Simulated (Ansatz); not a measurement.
Si₂W, DFT, PBEsol, all-electron PAW with datasets made for the crystal, scalar-relativistic (Ansatz 0.2.0), run on 1 thread of Arm Neoverse V1 on a shared host.

The cell comes from COD entry 1010283, which wasn't checked; take it as a given geometry. It differs from other determinations. The listed cell was then made from it by scaling, straining or moving an atom.

Command: `ansatz run input.yaml --threads 1 --pin off --max-ram 4096MiB --backend cpu --events-out ev --progress --plain --runs-dir out`

```yaml
crystal:
  lattice:
    - [-1.606, 1.606, 3.9794]
    - [1.606, -1.606, 3.9794]
    - [1.606, 1.606, -3.9794]
  atoms:
    - { symbol: Si, position: [0.333, 0.333, 0.0] }
    - { symbol: Si, position: [0.667, 0.667, 0.0] }
    - { symbol: W, position: [0.0, 0.0, 0.0] }
kpoints:
  mp_grid: { grid: [18, 18, 18] }
scf:
  occupations: { method: fermi_dirac, width: 0.03 }
hamiltonian:
  xc: pbesol
  pseudopotentials: { kind: all_electron, datasets: crystal }
output:
  forces: true
  stress: true
  eigenvalues: true
  efg: { contact_densities: true }
```

Problem. How large is the problem that the program sets up?

Solution. 480 irreducible k-points, 551 plane waves at Γ, 11 bands.

Problem. About how long does it take, and how much memory does it use?

Solution. 54 s of wall time for 10 SCF iterations, with a peak of 1 GiB. Times on shared machines scatter by tens of per cent.

Problem. And the same cell and mesh by PAW (frozen-core files), asked for forces, stress, eigenvalues, efg, on the same hardware?

Solution. 17 s, peak memory 0.56 GiB.
